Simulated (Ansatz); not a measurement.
AlVB in space group Cmcm (No. 63; Al on 4c, B on 4c, V on 4c) under volume change, plane-wave PAW PBEsol (Ansatz code), shape and atoms relaxed at each volume.

```tsv
V (Å³/atom)	E − E(relaxed) (meV/atom)	P (GPa)
9.789	58.6	21.12
10.111	24.5	12.90
10.434	5.8	5.92
10.757	0.0	0.00
11.079	___	___
11.402	19.5	-9.11
11.725	___	___
```

### Question
What belongs in the gaps?

### Answer

- 11.725, E − E(relaxed) (meV/atom): 41.3
- 11.725, P (GPa): -12.43
- 11.079, E − E(relaxed) (meV/atom): 5.2
- 11.079, P (GPa): -4.98

### Question
What does a third-order Birch–Murnaghan fit give for V₀, B₀ and B′?

### Answer
V₀ = 10.76 Å³/atom, B₀ = 179 GPa, B′ = 4.8.

The start of the workflow was typed in or built on a structure type; neither database checked (COD, Materials Project) lists it. Its standing as an ambient phase is unchecked. The cell was relaxed with PBEsol under the symmetry of its start; whether a distortion lowers the energy is not shown. The workflow began spin-polarised and lost its moments.

Potentials: the earlier of the program's two PAW sets. The files were generated under PBE; for other functionals the program regenerates the frozen cores, and for LDA and PBEsol the local potential too.
